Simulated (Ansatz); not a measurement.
Input and command of a calculation in Ansatz (plane waves; scalar-relativistic PAW potentials unless the input names others):

```yaml
crystal:
  lattice:
    - [4.3789160998, 0.0, 0.0]
    - [0.0, 4.3789160998, 0.0]
    - [0.0, 0.0, 4.3789160998]
  atoms:
    - { symbol: Zr, position: [0.0, 0.5, 0.5] }
    - { symbol: Zr, position: [0.5, 0.0, 0.5] }
    - { symbol: Zr, position: [0.5, 0.5, 0.0] }
    - { symbol: W, position: [0.0, 0.0, 0.0] }
basis:
  ecutwfc: 420
kpoints:
  mp_grid: { grid: [10, 10, 10] }
hamiltonian:
  xc: pbe
scf:
  occupations: { method: tetrahedron }
output:
  forces: true
  eigenvalues: true
  stress: true
```

```bash
ansatz run input.yaml --threads 1 --pin off --max-ram 2560MiB --backend cpu --events-out ev --progress --plain --runs-dir out
```

Abridged log:
```
Warning: output.forces, output.stress, relax.cell or npt_langevin: where a Kohn–Sham band that disperses or a degenerate level is filled in part under the method tetrahedron, the forces or the stress that this run publishes need not agree with its energy (scf.occupations.method in the input reference, under Limitations); prefer a smearing scheme for the forces or the stress
Pseudopotentials: kind: paw
Pseudopotential: Zr, paw, valence charge 12, recommended cutoff 420 eV (normal)
Pseudopotential: W, paw, valence charge 14, recommended cutoff 420 eV (normal)
Functional definition: PBE
Crystal: 4 atoms, lattice volume = 83.965 Å³
Basis set: ecut = 420 eV, 1647 PW (Γ), exchange–correlation on 60×60×60 points (8 copies of the dense FFT grid, shifted against one another)
Bands: 30, of which v1, the nominal top of the filled ones, is band 25 counted from 1 (24 counted from 0)
Symmetry: 48 space group operations
Space group: Pm-3m (ITA 221), of the structure as read, at distance tolerance 4.4e-5 Å
k-points: 56 of 1000
Initial density: superposition of atomic densities (neutral atoms: chi_scale 0, normalization atom), corrected by the library's trained network
Initial wavefunctions: pseudopotential atomic-orbital guess
Functional: x = pbe(κ = 0.804, μ = 0.21951497), c = pbe(β = 0.06672455)
SCF iter   1: F=—  HF=-22935.188508 eV  |F-HF|=—  |Δ(HF+E_count)|=         —  Δρ=4.49e-3  dr2=1.15e-2  ethr=1.77e-3  ⟨swp⟩=4.3  Hψ=6342  notcnv=0
SCF iter   2: F=—  HF=-22935.188891 eV  |F-HF|=—  |Δ(HF+E_count)|=   3.83e-4  Δρ=2.46e-3  dr2=2.96e-3  ethr=2.29e-5  ⟨swp⟩=2.1  Hψ=2551  notcnv=0  defer=17
SCF iter   3: F=—  HF=-22935.189156 eV  |F-HF|=—  |Δ(HF+E_count)|=   2.66e-4  Δρ=1.32e-3  dr2=1.08e-3  ethr=5.91e-6  ⟨swp⟩=2.0  Hψ=2279  notcnv=0  defer=17
SCF iter   4: F=—  HF=-22935.189313 eV  |F-HF|=—  |Δ(HF+E_count)|=   1.57e-4  Δρ=1.48e-4  dr2=1.94e-5  ethr=2.16e-6  ⟨swp⟩=2.0  Hψ=2308  notcnv=0  defer=17
SCF iter   5: F=—  HF=-22935.189332 eV  |F-HF|=—  |Δ(HF+E_count)|=   1.89e-5  Δρ=2.74e-5  dr2=4.46e-7  ethr=3.88e-8  ⟨swp⟩=2.1  Hψ=3149  notcnv=0  defer=17
SCF iter   6: F=-22935.189333 eV  HF=-22935.189333 eV  |F-HF|=7.18e-9  |Δ(HF+E_count)|=   5.26e-7  Δρ=4.88e-6  dr2=2.05e-8  ethr=2.00e-10  ⟨swp⟩=4.3  Hψ=6236  notcnv=0
SCF 1 converged in 6 iterations: F = -22935.189333 eV  dr2 = 2.05e-8
SCF converged after 6 iterations
Stability not checked: this state was not tested for a lower state beside it, because cold or Methfessel-Paxton smearing, or corrected tetrahedra, fill the levels in a way that the test cannot read (fill_not_monotonic; see scf.lower_state_search)
Free energy (F): -22935.189333 eV
Harris-Foulkes:  -22935.189333 eV  (|F-HF|=7.18e-9)
Internal energy: -22935.189368 eV  (E = F + TS)
E sigma→0 (E₀):  -22935.189333 eV
Entropy (-TS):   0.000036 eV (0.009 meV/atom)
Fermi energy:    15.730701 eV
--- Forces (eV/Å), atoms counted from 1 ---
  atom   1  Zr     0.00000000     0.00000000     0.00000000
  atom   2  Zr     0.00000000     0.00000000     0.00000000
  atom   3  Zr     0.00000000     0.00000000     0.00000000
  atom   4  W      0.00000000     0.00000000     0.00000000
--- Stress (GPa, compression-positive) ---
       -0.169567       0.000000       0.000000
        0.000000      -0.169567       0.000000
        0.000000       0.000000      -0.169567
  P = ⅓ Tr σ = -0.1696 GPa (-1.696 kbar)
```

Apart from outputs, empty bands and the relaxation, which only the reference makes, the input differs from a reference run on usual settings in scf.occupations.width: 0.1 → not typed; scf.occupations.method: "gaussian" → "tetrahedron". The reference, at the same geometry, ended its own course with pressure 0.00 GPa, largest force 0.000 eV/Å, no gap on the mesh. This run converged in 6 SCF iterations with an energy at zero smearing 3.25 meV/atom below the reference's, pressure -0.17 GPa, largest force 0.000 eV/Å, no gap on the mesh.

Time: 6.7 s on 1 thread of Arm Neoverse V1, with other jobs on the host, peak memory 0.4 GiB.